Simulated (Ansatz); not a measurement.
**Data sheet: GaBi (DFT)**

GaBi:
```cif
data_Bi4Ga4
_chemical_formula_sum 'Ga4 Bi4'
_space_group_name_H-M_alt 'Fm-3m'
_space_group_IT_number 225
_space_group_name_Hall '-F 4 2 3'
_cell_length_a 5.88590
_cell_length_b 5.88590
_cell_length_c 5.88590
_cell_angle_alpha 90.000
_cell_angle_beta 90.000
_cell_angle_gamma 90.000
loop_
_atom_site_label
_atom_site_type_symbol
_atom_site_symmetry_multiplicity
_atom_site_Wyckoff_symbol
_atom_site_fract_x
_atom_site_fract_y
_atom_site_fract_z
_atom_site_occupancy
Ga1 Ga 4 b 0.50000 0.50000 0.50000 1
Bi1 Bi 4 a 0.00000 0.00000 0.00000 1
```
(The calculation used a cell of 2 atoms; values per cell refer to that cell.)

Space group Fm-3m (No. 225), rock salt; conventional cell a = b = c = 5.886 Å, α = β = γ = 90.00°.

Method: the program Ansatz at the PBEsol level (PAW). Structure relaxed to zero pressure with the same functional. Other levels are named where they apply.

### Cell and energy

```yaml
volume_per_atom: 25.49 Å³
density: 9.08 g/cm³
Formation energy from the elements (no fitted shifts): 0.10 eV/atom
```

### Electronic structure

```yaml
electronic_character: metallic (no gap)
Density of states at the Fermi level: 0.55 states/eV per atom (mean over ±0.08 eV)
```

### Mechanics

```yaml
Bulk modulus (Birch–Murnaghan fit): 56.3 GPa
Pressure derivative B′: 4.7
Elastic constants (relaxed ions, GPa): C11 = 119, C12 = 25.2, C44 = 3.7
mechanical_stability: stable (all eigenvalues of C positive)
```

### Phonons

```yaml
highest_zone_centre_frequency: 111 cm⁻¹
zone_centre_stability: no imaginary mode at Γ
```

The cell is a constructed one: a structure type filled with these elements; neither database checked (COD, Materials Project) lists it. Whether it is the stable phase at ambient conditions was not checked. The cell was relaxed with PBEsol under the symmetry of its start. As this level gives no gap, shear constants depend on the k-mesh and smearing (Fermi–Dirac, 0.1 eV here). As this level gives no gap, phonon frequencies hold no LO–TO term and depend on the k-mesh and smearing (Fermi–Dirac, 0.1 eV here). The references are the lowest solids computed at this level, not always the standard phases. Spin–orbit coupling is left out wherever it is not named.

Potentials: the later of the program's two PAW sets.
